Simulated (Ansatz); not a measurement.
ZnSn2N2, before and after

Recipe of this trial structure of ZnSn2N2: random cell by space group and Wyckoff sites (Cmmm, No. 65). Its size is a rough estimate.

start.xyz

```xyz
5
Lattice="2.3532 -2.4090 0.0000 2.3532 2.4090 0.0000 0.0000 0.0000 7.7453" Properties=species:S:1:pos:R:3 pbc="T T T"
Zn    2.3532    0.0000    0.0000
Sn    0.0000    0.0000    3.8726
Sn    2.3532    0.0000    3.8726
N     2.3532   -1.6763    0.0000
N     2.3532    1.6763    0.0000
```

Method: DFT PBE, scalar-relativistic, plane waves, PAW in Ansatz. Cutoff 420 eV, Gaussian smearing, Γ-centred meshes. Cell and atoms relax first on a coarse mesh and then on a finer one. In between, the cell is made exact in the group found at 0.06 Å. In metals the finer mesh still leaves noise of several meV/atom or more. The steps can't lower the symmetry of their start. No spin polarisation.

end.xyz

```xyz
5
Lattice="3.1970 -3.3977 0.0000 3.1970 3.3977 0.0000 0.0000 0.0000 5.6836" Properties=species:S:1:pos:R:3 pbc="T T T"
Zn    3.1970    0.0000    0.0000
Sn    0.0000    0.0000    2.8418
Sn    3.1970    0.0000    2.8418
N     3.1970   -2.8318    0.0000
N     3.1970    2.8318    0.0000
```

The symmetry stays Cmmm (No. 65). The volume per atom grows by 40.6 %, from 17.6 to 24.7 Å³. The shortest distance goes from 1.47 Å (N–N) to 1.13 Å (N–N). The end holds N–N pairs as short as in free N₂ molecules (shortest 1.13 Å). The energy falls by about 1.8 eV/atom (the start's value is from the coarse mesh).

For ZnSn2N2, the volume per atom is 24.70 Å³ and the density is 4.45 g/cm³. The formation energy is +0.52 eV/atom. The gap on the 8×8×8 mesh of the 5-atom cell is 0 eV (a metal).

Formation energies are uncorrected and refer to the elements' standard structures at the same level (N₂ as a molecule). The references include grey tin. It can't be a ground state, since the elements alone are lower.

The last run used Gaussian smearing of 0.10 eV. Symmetry constrained the relaxation, so the result can be a saddle point. In all, the 4 runs took 6.9 min on 1 thread of Arm Neoverse V1, on a shared host. Another cell of ZnSn2N2 relaxed alike, in P-3m1, lies 41 meV/atom lower, so this cell isn't the stable form at this level.
